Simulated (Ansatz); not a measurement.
Bi (fcc (Cu type), space group No. 225) at seven volumes, the program Ansatz at the PBE level (PAW), scaled uniformly. One row is withheld.

```tsv
V (Å³/atom)	P (GPa)
29.019	5.97
29.976	3.61
30.933	1.64
31.889	0.00
32.846	-1.39
33.803	?
34.759	-3.62
```

Problem. Fit the shown pressures and predict the withheld one.

Solution. P = (3/2)B₀(x^(7/2) − x^(5/2))[1 + (3/4)(B′ − 4)(x − 1)] with x = (V₀/V)^(2/3). Least squares on the six rows gives V₀ = 31.885 Å³/atom, B₀ = 50.9 GPa, B′ = 4.59. At V = 33.803, x = 0.9618 and P = -2.60 GPa. The run itself gave -2.59 GPa.

Space group Fm-3m (fcc (Cu type)). The start of the workflow was typed in or built on a structure type; neither database checked (COD, Materials Project) lists it. It is not the phase usual at ambient conditions (space group No. 166). The PBE relaxation kept the symmetry of its start; whether a distortion lowers the energy is not shown. Spin–orbit coupling is left out wherever it is not named.

Potentials: the earlier of the program's two PAW sets.
